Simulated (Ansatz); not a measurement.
# Hf (Im-3m), stationary points along a deformation path

Computed with DFT r2SCAN, scalar-relativistic, plane waves, PAW in Ansatz. Cutoff 500 eV, Γ-centred 20×20×20 k-points, Gaussian smearing of 0.15 eV. Spin–orbit coupling is left out, which can shift energies with elements as heavy as these. No spin polarisation. Energies are free energies at this smearing, counted from the undisturbed cell; pressure is positive in compression.

The starting cell (as given, not relaxed at this level; it stands at -5.4 GPa; this bcc form isn't the usual structure):

```
CELL_PARAMETERS angstrom
-1.80500 1.80500 1.80500
1.80500 -1.80500 1.80500
1.80500 1.80500 -1.80500
ATOMIC_POSITIONS crystal
Hf 0.00000 0.00000 0.00000
```

At fixed volume and fractional coordinates, lengths along (0.000, 0.000, 1.000) are scaled against those across it; ρ is that ratio over its starting value. V = 23.523 Å³/atom. Δσ is the stress along the axis less the mean stress across it (compression positive).

```
    ρ  ΔE (meV/atom)  Δσ (GPa) space group
0.650          316.8     28.50       I4/mmm
0.707          129.3     17.68       I4/mmm
0.780           11.6      8.30       I4/mmm
0.850          -29.7      1.27       I4/mmm
0.920          -19.6     -3.27       I4/mmm
0.960           -5.6     -2.82       I4/mmm
1.000            0.0      0.00        Im-3m
1.050           -7.0      2.90       I4/mmm
1.100          -25.4      5.06       I4/mmm
1.200          -73.8      5.63       I4/mmm
1.300         -112.1      3.85       I4/mmm
1.414         -129.2      0.01        Fm-3m
1.500         -119.8     -3.24       I4/mmm
```

Task: How does the stress give the slope of the energy, and where is the energy stationary?

Result: Along the path d ln(length) is 2/3 d ln ρ on the axis and −1/3 d ln ρ across it, so dE/d ln ρ = −(2/3) V Δσ: the energy falls with ρ where Δσ is positive. Δσ vanishes or changes sign between ρ = 0.850 and 0.920, a minimum (near 0.87 by linear interpolation); at ρ = 1.000 (Im-3m), a maximum at 0.0 meV/atom; at ρ = 1.414 (Fm-3m), a minimum at -129.2 meV/atom. Pairs of stationary points between two samples would go unseen, and could change a minimum read from distant neighbours into a maximum. At ρ = 1.000, 1.414 the cell is cubic, where symmetry alone makes the stress isotropic and the slope zero.

Task: Which shear constant sets the curvature at ρ = 1?

Result: For a cubic crystal E/V = (2/3) C (ln ρ)² with C = C′ = (C11 − C12)/2, so Δσ = −2C ln ρ. The parabola of Δσ against ln ρ through ρ = 0.960, 1 and 1.050 gives C ≈ -32 GPa with the ions clamped, rough because the steps are large. It is the stress–strain coefficient at this cell's pressure of -5.4 GPa, not the zero-pressure constant. It is negative, so the cubic cell is unstable to this shear.

Task: Integrate that slope from ρ = 1 to 1.200 by the trapezoid rule.

Result: With V/N in Å³ and 1 eV/Å³ = 160.2 GPa the slopes at ρ = 1.000, 1.050, 1.100, 1.200 are 0, -283, -495, -551 meV/atom per unit of ln ρ. The steps add (-6.9) + (-18.1) + (-45.5) = -70.5 meV/atom, against -73.8 from the energies; the trapezoid rule misses the curvature of the slope within each step.

Task: Is the start the lowest point of the path?

Result: No: ρ = 1.414 lies 129.2 meV/atom lower, with no sampled rise above the start on the way. Volume and inner coordinates are held, so a relaxed structure there would lie lower still.

In a metal these slopes depend on the k mesh and the smearing.